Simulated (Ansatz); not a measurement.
Al3Pd2:
```
Al3Pd2
1.0
    4.21844     0.00000     0.00000
   -2.10922     3.65327     0.00000
    0.00000     0.00000     5.15813
Al Pd
3 2
Cartesian
  0.00000   0.00000   0.00000
  0.00000   2.43552   3.33113
  2.10922   1.21776   1.82700
  0.00000   2.43552   0.80874
  2.10922   1.21776   4.34939
```

Relaxed with r²SCAN.

### Question
Map the electron localisation function on the plane through (0.000, 0.000, 0.000) spanned by u = [0, 0, 1] and v = [1, -1, 0] in lattice vectors, from the program Ansatz at the r²SCAN level (PAW).

### Answer
x is the fraction of u, y of v (the angle between them is 90°; rows are the nearest grid lines); atoms in the plane: Al at (0.00, 0.00), Al at (0.65, 0.33), Al at (0.35, 0.67), Pd at (0.16, 0.33), Pd at (0.84, 0.67).
```
| .  .--:.         .:--.  . |
|   :===-:.       .:-=+=:   |
|..-+**+=:..    ..:-=+*#*=..|
|######*+=-::::--===++*##%%#|
|*#####**+=---==++=====+++**|
|--+*###*=-:-+###+=-=++++=--|
|=--+##=.    =%@%+-+*#####*=|
|+--+#*:  .. :%@%+=+##++*##+|
|*--+#+.  .. .%@%==*##=-=##*|
|+--+#*-     -%@%+=+##***##+|
|--=+*#%#*++*%@@%*=-=**#*+=-|
|-----=*#%@@@@@@@%#*+=--:::-|
|-:::--=+*#%@@@@@@@%#*=-----|
|-=+*#**=-=*%@@%*++*#%#*+=--|
|+##***##+=+%@%-     -*#+--+|
|*##=-=##*==%@%. ..  .+#+--*|
|+##*++##+=+%@%: ..  :*#+--+|
|=*#####*+-+%@%=    .=##+--=|
|--=++++=-=+###+-:-=*###*+--|
|**+++=====++==---=+**#####*|
|#%%##*++===--::::-=+*######|
|..=*#*+=-:..    ..:=+**+-..|
|   :=+=-:.       .:-===:   |
| .  .--:.         .:--.  . |
```
Scale: ten equal steps from 0.010 (start of ' ') to 0.686 (end of '@'), in the order ' .:-=+*#%@'; x runs from 0.000 to 1.00, y from 0.000 (bottom) to 1.00 (top).

The density is the valence pseudo-density with augmentation charge, so density and ELF within about 1 Å of a nucleus are not all-electron values.

Space group P-3m1 (La2O3 or Ni2Al3 type). The first step of the workflow began from a Materials Project structure, measured or hypothetical; the Crystallography Open Database copy checked does not list it. Its standing as an ambient phase is unchecked. The cell was relaxed with r²SCAN under the symmetry of its start; its stability against distortions is not shown here. The run is not spin-polarised.

Potentials: the later of the program's two PAW sets.
